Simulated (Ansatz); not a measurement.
Consider a crystal of SiGe2 in space group Fm-3m (No. 225), with Si on 4a; Ge on 8c.

All numbers below come from Ansatz, DFT PBE, scalar-relativistic, plane waves, PAW. Cutoff 420 eV, Γ-centred mesh, Gaussian smearing, no spin polarisation.

The zero of energy is the elements' standard structures at the same level; no fitted shifts are applied.

Question: Give the relaxed lattice parameters and positions.

Answer:

Space group Fm-3m (No. 225). a = 6.220 Å, b = 6.220 Å, c = 6.220 Å, α = 90.00°, β = 90.00°, γ = 90.00°
```csv
atom,site,symmetry,x,y,z
Si,4a,m-3m,0.0000,0.0000,0.0000
Ge,8c,-43m,0.2500,0.7500,0.7500
```

It has the fluorite type. Around Si lie 8 Ge at 2.69 Å; around Ge lie 4 Si at 2.69 Å and 6 Ge at 3.11 Å.

Question: And its energy and gap?

Answer: The formation energy is +0.39 eV/atom and the gap on the 14×14×14 mesh of the 3-atom cell is 0 eV (a metal). A positive value: parting into the elements would lower its energy.

The last run used Gaussian smearing of 0.10 eV. A structure relaxed within its symmetry needn't be a true minimum. Another cell of SiGe2 relaxed alike, in P4/mmm, lies 84 meV/atom lower, so this cell isn't the stable form at this level.
